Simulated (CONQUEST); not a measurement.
Input and output of a self-consistent single point for Au (Fm-3m, 4 atoms in the cell; from Materials Project mp-81) (CONQUEST).

All values come from this method and carry its errors: PBE, numerical atomic orbitals single-zeta with polarisation (the shipped basis less its second zetas), PseudoDojo norm-conserving potentials made for PBE run with CONQUEST.

```
Au
1.0
    4.17129     0.00000     0.00000
    0.00000     4.17129     0.00000
    0.00000     0.00000     4.17129
Au
4
Direct
  0.00000   0.00000   0.00000
  0.00000   0.50000   0.50000
  0.50000   0.00000   0.50000
  0.50000   0.50000   0.00000
```

Reference input (self-consistent single point, DFT, PBE, numerical atomic orbitals double-zeta with polarisation (the shipped basis), PseudoDojo norm-conserving potentials made for PBE): basis = DZP; Diag.MPMeshX, Y, Z = 5 5 5; potentials = PseudoDojo norm-conserving PBE; Grid.GridCutoff = 140 Ha; DM.SolutionMethod = diagon; Diag.SmearingType = 1; Diag.kT = 0.001837 Ha; Diag.GammaCentred = true; Diag.MPOrder = 1; minE.SCTolerance = 1.0e-06; SC.MaxIters = 100; SC.LinearMixingFactor = 0.5. This run's input differs from it in these lines:

```diff
@@ -1,2 +1,2 @@
-# files in the folder: Au.ion (PseudoDojo PBE potentials, DZP orbitals)
+# files in the folder: Au.ion (PseudoDojo PBE potentials, SZP orbitals)
 # file: Conquest_input
```

Output (repeated stretches shortened):

```
    PulayMixSC: Starting Pulay mixing, A_up =  0.500 A_dn =  0.500
    PulayMixSC: Spin non-polarised calculation.
    PulayMixSC: with Kerker preconditioning, q0 =  0.300
          Harris-Foulkes Energy            :      -592.773503202129518 Ha
          Free Energy (E-TS)               :      -592.773552459700113 Ha
    PulayMixSC: Pulay iteration     1 residual:              0.15116E-02
          Harris-Foulkes Energy            :      -592.756922111586277 Ha
          Free Energy (E-TS)               :      -592.756979452986457 Ha
    PulayMixSC: Pulay iteration     2 residual:              0.10418E-02
   [... lines left out ...]
          Free Energy (E-TS)               :      -592.740991627401627 Ha
    PulayMixSC: Pulay iteration     7 residual:              0.22814E-05
          Harris-Foulkes Energy            :      -592.740905097348332 Ha
          Free Energy (E-TS)               :      -592.740991302686552 Ha
    PulayMixSC: Pulay iteration     8 residual:              0.13793E-05
          Harris-Foulkes Energy            :      -592.740905127865858 Ha
          Free Energy (E-TS)               :      -592.740991334867999 Ha
    PulayMixSC: Pulay iteration     9 residual:              0.15768E-06
    PulayMixSC: Reached SCF tolerance of  0.15768E-06 after      9 iterations
      | Number of electrons      =        76.000049
      | GS Energy with kT -> 0   =      -592.740962599200543 Ha
      | Free Energy as E-TS      =      -592.740991334867999 Ha
      |* Harris-Foulkes energy   =      -592.740905127865858 Ha
      |* DFT total energy        =      -592.740905128365739 Ha

    force: Forces on atoms (Ha/a0)
    force:  Atom   X              Y              Z
    force:     1   0.0000000000  -0.0000000000  -0.0000000000
   [... zero for the other atoms too ...]

    force: Maximum force :        0.00000000(Ha/a0) on atom         1 in z direction
    force: Force Residual:        0.00000000 Ha/a0
    force: Total stress:         -3.01703034     0.00000000     0.00000000 GPa
                             0.00000000    -3.01703034     0.00000000
                             0.00000000     0.00000000    -3.01703034
    force: Average pressure:      3.01703034 GPa

    get_E_and_F: Change in energy during last step of electronic optimisation: -0.30518E-07
```

The run converged in 9 iterations. CONQUEST prints the stress tensor with tension positive. Against the reference run the free energy rises by 80.0 meV/atom and the pressure goes from 1.10 to 3.02 GPa.

The program uses no crystal symmetry, so grid and mesh can part values that symmetry would make equal. The atom-centred basis is finite, which shifts total energies and pressures against plane waves. This run is one point of a test of settings, so its values need not be converged; read them against the reference run alone. The structure comes from a collection of computed structures, made at another level of theory; the collection holds predicted forms beside known ones. No clean gap shows at this smearing width and mesh (spacing up to 0.30 Å⁻¹); the mesh is coarse for partly filled bands, so the values carry mesh errors.

Cost on one core: roughly 50 core-seconds.
